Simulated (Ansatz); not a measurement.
LaNi$_{2}$As$_{2}$:
```
LaNi2As2
1.0
    4.25338     0.00000     0.00000
    0.00000     4.25338     0.00000
    0.00000     0.00000     9.41252
La Ni As
2 4 4
Direct
  0.00000   0.50000   0.74682
  0.50000   0.00000   0.25318
  0.50000   0.00000   0.88542
  0.00000   0.50000   0.11458
  0.00000   0.00000   0.50000
  0.50000   0.50000   0.50000
  0.50000   0.00000   0.62741
  0.00000   0.50000   0.37259
  0.00000   0.00000   0.00000
  0.50000   0.50000   0.00000
```

Relaxed with r²SCAN. Special points in fractions of this cell's reciprocal vectors: Γ (0.000, 0.000, 0.000); X (0.000, 0.500, 0.000); M (0.500, 0.500, 0.000); Z (0.000, 0.000, 0.500); R (0.000, 0.500, 0.500); A (0.500, 0.500, 0.500).

Question: List the band energies nearest the Fermi level at these points for plane-wave PAW r²SCAN (Ansatz code).

Answer: In eV from the Fermi level; about four levels below and three above (degenerate sets whole), none deeper than 8.9 eV; points with the same levels are listed once.

```json
[
 {"k": "Γ", "below": "-1.20 -1.20 -1.20 -0.86 -0.78 -0.16", "above": "0.52 0.53 0.53"},
 {"k": "X", "below": "-1.04 -1.04 -0.57 -0.57", "above": "0.25 0.25 0.39 0.39"},
 {"k": "M", "below": "-1.14 -1.14 -0.63 -0.63", "above": "2.49 2.49 2.50 2.50"},
 {"k": "Z", "below": "-0.89 -0.78 -0.36 -0.17", "above": "0.10 0.18 1.09 1.09"},
 {"k": "R", "below": "-1.06 -1.06 -0.28 -0.28", "above": "0.45 0.45 0.53 0.53"},
 {"k": "A", "below": "-1.22 -1.22 -0.63 -0.63", "above": "2.14 2.14 2.46 2.46"}
]
```

Space group P4/nmm. The workflow started from a Materials Project entry (that database holds measured and hypothetical structures alike); the Crystallography Open Database copy checked does not list it. Its standing as an ambient phase is unchecked. The r²SCAN relaxation kept the symmetry of its start; whether a distortion lowers the energy is not shown. No spin polarisation was allowed. Scalar-relativistic: spin–orbit coupling is off unless named, which matters more the heavier the elements.

Potentials: the later of the program's two PAW sets.
